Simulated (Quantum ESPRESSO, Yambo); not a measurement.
## Levels of theory for the gap of Na3P

Na$_{3}$P (space group P6_3/mmc, No. 194): one geometry, one set of norm-conserving PBEsol (Quantum ESPRESSO, 88 Ry, without SOC) orbitals, self-energies from Yambo (3×3×2 Γ-centred k mesh, bands 7 to 265 and a 7 Ry block in the screening, 265 bands in G with the Bruneval-Gonze terminator, plasmon pole fitted at 27.2 eV).

The geometry is that of Materials Project entry mp-1598, symmetrised and not relaxed again.

```tsv
level	gap Γ → Γ (eV)	rough Yambo cost
PBEsol (Quantum ESPRESSO)	0.44	–
exchange only (Hartree-Fock self-energy on PBEsol orbitals)	5.85	about 1/20 (8 states)
static COHSEX@PBEsol	1.99	within a factor of two (2 states)
G0W0@PBEsol, plasmon pole	1.09	1 (8 states)
```

Bare exchange has no screening and gives the widest gap; static COHSEX screens it but leaves out the frequency dependence, which G0W0 restores.

Costs are rough ratios of core time on shared machines.

Nearest settings tried, and what they do to the gap: 171 bands in G: -11 meV; 6 Ry block (325 vectors against 385): -13 meV; 3×3×1 mesh: -81 meV. Not varied: bands in W. So the settings aren't converged at that level.
